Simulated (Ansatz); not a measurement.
HfB2, one structure, two calculations

Cell: a structure deposited in the COD, taken as it stands.

```yaml
crystal:
  lattice:
    - [3.14000, 0.00000, 0.00000]
    - [-1.57000, 2.71932, 0.00000]
    - [0.00000, 0.00000, 3.48000]
  atoms:
    - { symbol: Hf, position: [0.00000, 0.00000, 0.00000] }
    - { symbol: B, position: [0.33333, 0.66667, 0.50000] }
    - { symbol: B, position: [0.66667, 0.33333, 0.50000] }
```

Sites (sets of like atoms) are named by element and the number of their first atom in this list.

First run. All values are calculated (Ansatz; DFT, PBE, plane waves and PAW, scalar-relativistic, 420 eV cutoff, Γ-centred 16×16×13 k-points, Fermi–Dirac smearing 0.05 eV), not measured.

```csv
site,atom,V_zz (10²¹ V/m²),η
Hf,1,10.67,0.00
B,2,0.055,0.00
```

Second run. The same atoms and settings, except that spin–orbit coupling is included (fully relativistic PAW files) and the mesh is 17×17×13.

Problem. What does the second run give?

Solution. 

| site | atom | V_zz | η | change of V_zz |
| --- | --- | --- | --- | --- |
| Hf | 1 | 11.16 | 0.00 | +0.49 |
| B | 2 | 0.054 | 0.00 | 0.00 |

The largest change of V_zz is on Hf, from 10.67 to 11.16. In per cent, |V_zz| changes by +5 on Hf (all sites that start above 2).
